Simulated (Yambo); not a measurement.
G0W0@PBEsol for YSF (space group P6_3/mmc, No. 194) in Yambo (3×3×1 mesh, 7 Ry block, plasmon pole, screening fixed), without a terminator:

```json
[
 {"bands N in G": "137", "gap Γ → (0, 0.333, 0) (eV)": "4.522", "shift of the valence edge (eV)": "-0.421"},
 {"bands N in G": "226", "gap Γ → (0, 0.333, 0) (eV)": "4.522", "shift of the valence edge (eV)": "-0.741"},
 {"bands N in G": "346", "gap Γ → (0, 0.333, 0) (eV)": "4.506", "shift of the valence edge (eV)": "-0.881"}
]
```

Extrapolate both columns to infinite N with E(N) = E∞ + A/N, test the form, and compare with the terminator.

From two points, E∞ = (N2 E2 − N1 E1)/(N2 − N1). The two largest N give 4.48 eV for the gap and -1.14 eV for the shift; the two smallest give 4.52 eV and -1.23 eV. For the gap the slopes A are 0.0 and 10 eV: the form isn't reached, and its limit is uncertain. For the shift the slopes A are 110 and 91 eV: the form isn't reached, and its limit is uncertain. With the Bruneval-Gonze terminator and 346 bands the run gives 4.50 eV and -1.00 eV, 0.03 eV and 0.15 eV from the extrapolated values: the terminator too is an estimate of the remainder. Block, mesh and the bands in W are held fixed.

Geometry of the Materials Project entry, not relaxed at this level; primitive cell a = 4.0318 Å, b = 4.0318 Å, c = 16.7198 Å, α = 90.00°, β = 90.00°, γ = 120.00°.

A shift is the quasiparticle energy of the state minus its PBEsol energy.
